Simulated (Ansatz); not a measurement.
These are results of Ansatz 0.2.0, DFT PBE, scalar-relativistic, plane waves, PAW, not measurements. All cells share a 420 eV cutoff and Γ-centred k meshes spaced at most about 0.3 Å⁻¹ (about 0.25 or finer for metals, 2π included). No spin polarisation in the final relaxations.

Temperature and zero-point effects are left out.

Compare these two cells of BiH4, each relaxed at this level.

1.

```cif
data_structure
_symmetry_space_group_name_H-M 'Im-3m'
_symmetry_Int_Tables_number 229
_cell_length_a 4.8987
_cell_length_b 4.8987
_cell_length_c 4.8987
_cell_angle_alpha 90.000
_cell_angle_beta 90.000
_cell_angle_gamma 90.000
_cell_volume 117.55
loop_
_atom_site_label
_atom_site_type_symbol
_atom_site_symmetry_multiplicity
_atom_site_Wyckoff_symbol
_atom_site_fract_x
_atom_site_fract_y
_atom_site_fract_z
_atom_site_occupancy
Bi1 Bi 2 a 0.00000 0.00000 0.00000 1
H1 H 8 c 0.25000 0.25000 0.25000 1
```

2.

```cif
data_structure
_symmetry_space_group_name_H-M 'F-43m'
_symmetry_Int_Tables_number 216
_cell_length_a 5.6400
_cell_length_b 5.6400
_cell_length_c 5.6400
_cell_angle_alpha 90.000
_cell_angle_beta 90.000
_cell_angle_gamma 90.000
_cell_volume 179.41
loop_
_atom_site_label
_atom_site_type_symbol
_atom_site_symmetry_multiplicity
_atom_site_Wyckoff_symbol
_atom_site_fract_x
_atom_site_fract_y
_atom_site_fract_z
_atom_site_occupancy
Bi1 Bi 4 d 0.25000 0.25000 0.75000 1
H1 H 16 e 0.64511 0.14511 0.85489 1
```

**Question.** Which is lower in energy, and by how much?

**Answer.** Cell 1 is lower, by 190 meV/atom. Cell 1 has space group Im-3m (No. 229), 11.8 Å³/atom and no gap on its mesh; cell 2 has space group F-43m (No. 216), 9.0 Å³/atom and no gap. Counting H atoms around Bi (those within 1.25 times the shortest such distance or 1.15 times the sum of covalent radii), cell 1 has Bi 8 and cell 2 has Bi 12. The lower one is the more open, so pressure narrows the difference. Even the lower one lies +0.75 eV/atom against the reference forms of the elements (uncorrected), so neither is stable at this level. Both come from invented guesses.

Spin–orbit coupling, which can matter for Bi, is left out. With hydrogen, zero-point motion can shift such differences by 10 meV/atom or more. A magnetic state wasn't ruled out in cells without spin, among them Im-3m, F-43m. Cells relaxed within their symmetry can be saddle points.
